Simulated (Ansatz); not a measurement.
Input:

NbNiAs:
Space group Pnma (No. 62); a = 6.316 Å, b = 3.695 Å, c = 7.266 Å, α = β = γ = 90.00°

| atom | site | symmetry | x | y | z |
|---|---|---|---|---|---|
| Nb | 4c | .m. | 0.0168 | 0.2500 | 0.1632 |
| Ni | 4c | .m. | 0.1614 | 0.2500 | 0.5749 |
| As | 4c | .m. | 0.2094 | 0.7500 | 0.3810 |

This is the r²SCAN-relaxed structure.

Question: All from plane-wave PAW r²SCAN (Ansatz code), unless another level is named. Give the electronic character.

Answer: metallic (no gap).

Question: Next, the density of states at the Fermi level?

Answer: 0.08 states/eV per atom (mean over ±0.08 eV).

The workflow started from a Materials Project entry (that database holds measured and hypothetical structures alike); the Crystallography Open Database copy checked does not list it. Its standing as an ambient phase is unchecked. The r²SCAN relaxation kept the symmetry of its start; whether a distortion lowers the energy is not shown. The run is not spin-polarised. Scalar-relativistic: spin–orbit coupling is off unless named, which matters more the heavier the elements.

Potentials: the later of the program's two PAW sets.
